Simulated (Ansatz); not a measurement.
Ge in space group P6_3/mmc (No. 194; Ge on 4f) at seven volumes, r²SCAN in the plane-wave PAW code Ansatz, shape and atoms relaxed at each. One row is withheld.

```json
[
 {"V (Å³/atom)": "20.757", "P (GPa)": "8.42"},
 {"V (Å³/atom)": "21.442", "P (GPa)": "5.12"},
 {"V (Å³/atom)": "22.126", "P (GPa)": "2.34"},
 {"V (Å³/atom)": "22.810", "P (GPa)": "0.00"},
 {"V (Å³/atom)": "23.495", "P (GPa)": "?"},
 {"V (Å³/atom)": "24.179", "P (GPa)": "-3.48"},
 {"V (Å³/atom)": "24.863", "P (GPa)": "-4.89"}
]
```

Fit the shown pressures and predict the withheld one.

P = (3/2)B₀(x^(7/2) − x^(5/2))[1 + (3/4)(B′ − 4)(x − 1)] with x = (V₀/V)^(2/3). Least squares on the six rows gives V₀ = 22.819 Å³/atom, B₀ = 70.2 GPa, B′ = 4.98. At V = 23.495, x = 0.9807 and P = -1.91 GPa. The run itself gave -1.97 GPa.

The first step of the workflow began from a Materials Project structure, measured or hypothetical; the Crystallography Open Database copy checked does not list it. It is not the phase usual at ambient conditions (space group No. 227). The cell was relaxed with r²SCAN under the symmetry of its start; of distortions, only those at the zone centre were tested.

Potentials: the later of the program's two PAW sets.
